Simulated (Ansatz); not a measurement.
Given:

Na (bcc (W type), space group No. 229), a = 4.0531 Å, b = 4.0531 Å, c = 4.0531 Å, α = 90.00°, β = 90.00°, γ = 90.00°; the cell used has 1 atom.

This is the LDA-relaxed structure.

### Question
All from DFT-LDA in the program Ansatz with PAW potentials, unless another level is named. Estimate the vibrational entropy at 300 K.

### Answer
47.9 J/(K·mol of atoms).

### Question
Predict the zero-point energy.

### Answer
16.9 meV/atom.

### Question
Next, the Hill bulk and shear moduli?

### Answer
9.1 and 3.1 GPa.

Space group Im-3m (bcc (W type)). The cell was relaxed with LDA under the symmetry of its start. As this level gives no gap, shear constants depend on the k-mesh and smearing (Fermi–Dirac, 0.1 eV here).

Potentials: the earlier of the program's two PAW sets. The files were generated under PBE; for other functionals the program regenerates the frozen cores, and for LDA and PBEsol the local potential too.
